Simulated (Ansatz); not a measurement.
An input for the plane-wave PAW code Ansatz:

```yaml
crystal:
  lattice:
    - [-1.6146048753, 1.6146048753, 3.9611103416]
    - [1.6146048753, -1.6146048753, 3.9611103416]
    - [1.6146048753, 1.6146048753, -3.9611103416]
  atoms:
    - { symbol: Si, position: [0.333, 0.333, 0.0] }
    - { symbol: Si, position: [0.667, 0.667, 0.0] }
    - { symbol: W, position: [0.0, 0.0, 0.0] }
basis:
  ecutwfc: 420
  ecutrho_ratio: 4
kpoints:
  mp_grid: { grid: [10, 10, 10] }
hamiltonian:
  xc: pbesol
scf:
  occupations: { method: gaussian, width: 0.05 }
output:
  forces: true
  stress: true
  eigenvalues: true
relax:
  f_tol: 0.01
  max_steps: 60
  cell: { stress_tol: 0.04 }
```

Launched as:
```sh
ansatz run input.yaml --threads 8 --pin off --max-ram 12288MiB --backend cpu --events-out ev --progress --plain --runs-dir out
```

The chain of runs began from a cell as deposited in COD, expanded in volume.

**Question.** Before reading the output: what should come out?

**Answer.** Final volume 13.36 Å³/atom, energy lowered by 10.9 meV/atom, pressure 0.0 GPa, gap on the mesh zero (metallic) (PBEsol, scalar-relativistic).

What the program printed, in part:

```
Pseudopotentials: kind: paw
Pseudopotential: Si, paw, valence charge 4, recommended cutoff 420 eV (normal), Si.paw.azcp
Pseudopotential: W, paw, valence charge 14, recommended cutoff 420 eV (normal), W.paw.azcp
Crystal: 3 atoms, lattice volume = 41.306 Å³
Basis set: ecut = 420 eV, 809 PW (Γ), FFT grids on a1+a3, a2+a3, a3, exchange–correlation on 48×48×64 points (8 copies of the dense FFT grid, shifted against one another)
Bands: 15, of which v1, the nominal top of the filled ones, is band 11 counted from 1 (10 counted from 0)
Symmetry: 16 space group operations
Space group: I4/mmm (ITA 139), of the structure as read, at distance tolerance 3.5e-5 Å
k-points: 102 of 1000
Initial density: superposition of atomic densities (neutral atoms: chi_scale 0, normalization atom), corrected by the library's trained network
Initial wavefunctions: pseudopotential atomic-orbital guess
Functional: x = pbesol(κ = 0.804, μ = 0.12346), c = pbesol(β = 0.046)
```

```
SCF iter   1: F=—  HF=-11500.861571 eV  |F-HF|=—  |Δ(HF+E_count)|=         —  Δρ=4.48e-3  dr2=7.83e-3  ethr=1.77e-3  ⟨swp⟩=5.4  Hψ=8961  notcnv=0
SCF iter   2: F=—  HF=-11500.860409 eV  |F-HF|=—  |Δ(HF+E_count)|=   1.16e-3  Δρ=2.28e-3  dr2=1.14e-3  ethr=3.56e-5  ⟨swp⟩=1.1  Hψ=2352  notcnv=0
SCF iter   3: F=—  HF=-11500.860337 eV  |F-HF|=—  |Δ(HF+E_count)|=   7.25e-5  Δρ=6.60e-4  dr2=1.02e-4  ethr=5.20e-6  ⟨swp⟩=1.9  Hψ=2078  notcnv=0
SCF iter   4: F=—  HF=-11500.860323 eV  |F-HF|=—  |Δ(HF+E_count)|=   1.42e-5  Δρ=6.42e-5  dr2=1.36e-6  ethr=4.66e-7  ⟨swp⟩=2.8  Hψ=2294  notcnv=0
SCF iter   5: F=—  HF=-11500.860322 eV  |F-HF|=—  |Δ(HF+E_count)|=   6.11e-7  Δρ=9.10e-6  dr2=2.94e-8  ethr=6.19e-9  ⟨swp⟩=2.3  Hψ=2120  notcnv=0
SCF iter   6: F=-11500.860322 eV  HF=-11500.860322 eV  |F-HF|=7.86e-10  |Δ(HF+E_count)|=   4.65e-9  Δρ=1.59e-6  dr2=1.32e-9  ethr=1.34e-10  ⟨swp⟩=2.2  Hψ=5255  notcnv=0
SCF 1 converged in 6 iterations: F = -11500.860322 eV  dr2 = 1.32e-9
relax step   1: F+E_penalty+E_count = -11500.86032206 eV  Δ(F+E_penalty+E_count) = +0.000e0 eV  max|allowed force component| = 2.985e-1 eV/Å  Δτ_max = 0.0000 Å  P = -6.952 GPa  Ω = 41.306 Å³  (6 SCF iters, dr2 threshold 1.00e-7 eV, accepted)
SCF iter   1: F=—  HF=-11500.888059 eV  |F-HF|=—  |Δ(HF+E_count)|=         —  Δρ=2.93e-3  dr2=4.76e-3  ethr=2.09e-5  ⟨swp⟩=1.0  Hψ=9818  notcnv=0
SCF iter   2: F=—  HF=-11500.887025 eV  |F-HF|=—  |Δ(HF+E_count)|=   1.03e-3  Δρ=1.55e-3  dr2=1.14e-3  ethr=2.09e-5  ⟨swp⟩=1.1  Hψ=1581  notcnv=0
...
SCF 2 converged in 5 iterations: F = -11500.886642 eV  dr2 = 2.24e-8
SCF 3 converged in 4 iterations: F = -11500.893398 eV  dr2 = 1.21e-7
SCF 4 converged in 4 iterations: F = -11500.893450 eV  dr2 = 2.43e-9
...
SCF iter   2: F=—  HF=-11500.893141 eV  |F-HF|=—  |Δ(HF+E_count)|=   1.04e-6  Δρ=2.48e-5  dr2=3.29e-8  ethr=5.51e-10  ⟨swp⟩=1.5  Hψ=1815  notcnv=0
SCF iter   3: F=—  HF=-11500.893141 eV  |F-HF|=—  |Δ(HF+E_count)|=   7.33e-9  Δρ=9.10e-7  dr2=3.04e-10  ethr=1.50e-10  ⟨swp⟩=3.0  Hψ=2622  notcnv=0
SCF iter   4: F=-11500.893141 eV  HF=-11500.893141 eV  |F-HF|=5.46e-12  |Δ(HF+E_count)|=  4.91e-11  Δρ=2.24e-7  dr2=1.19e-11  ethr=1.00e-12  ⟨swp⟩=6.6  Hψ=7222  notcnv=0
SCF 5 converged in 4 iterations: F = -11500.893141 eV  dr2 = 1.19e-11
```

```
SCF converged after 4 iterations
Free energy (F): -11500.893141 eV
E sigma→0 (E₀):  -11500.892752 eV
Entropy (-TS):   -0.000777 eV (-0.259 meV/atom)
Fermi energy:    16.795519 eV
--- Per-component energies (eV) ---
  E_band       = -78.980276
  E_kinetic    = 542.448456
  E_local      = -944.539230  (includes V_loc(G=0)·N_el)
  E_nonlocal   = 53.596789
  E_hartree    = 370.827179
  E_xc         = -379.876242
  E_vxc        = -339.287290  (∫ρ·V_xc dr)
  E_paw        = -9434.337107  (= ΣΔE_a)
  E_vpaw       = -132.853359  (= ΣTr[D̂ρ^β])
  E_aug_tail   = -0.000068  (compensation charges beyond the density's cutoff)
  E_ewald      = -1709.297053
  E_core_change = 0.284913  (= ΣΔE_core)
  E_smearing   = -0.000777  (= −TS)
--- Forces (eV/Å), atoms counted from 1 ---
  atom   1  Si     0.00000000     0.00000000     0.00629413
  atom   2  Si     0.00000000     0.00000000    -0.00629413
  atom   3  W      0.00000000     0.00000000     0.00000000
--- Stress (GPa, compression-positive) ---
       -0.004900       0.000000       0.000000
        0.000000      -0.004900       0.000000
        0.000000       0.000000      -0.006318
  P = ⅓ Tr σ = -0.0054 GPa (-0.054 kbar)
--- Relaxed structure (4 steps of the walk, 4 accepted, 1 SCFs on fresh bases) ---
  F+E_penalty+E_count = -11500.89314064 eV   max|allowed force component| = 6.294e-3 eV/Å   (the final SCF, on the basis selected at the relaxed cell)
  cell:  # Å, volume = 40.0905 Å³
    - [-1.60171, 1.60171, 3.90673]
    - [1.60171, -1.60171, 3.90673]
    - [1.60171, 1.60171, -3.90673]
  atoms:
    - { symbol: Si, position: [0.33466, 0.33466, 0.00000] }
    - { symbol: Si, position: [0.66534, 0.66534, 0.00000] }
    - { symbol: W, position: [0.00000, 0.00000, 0.00000] }
```

It took of the order of 40 core-seconds on a shared host.

Spin–orbit coupling, which matters for such heavy elements, is left out.
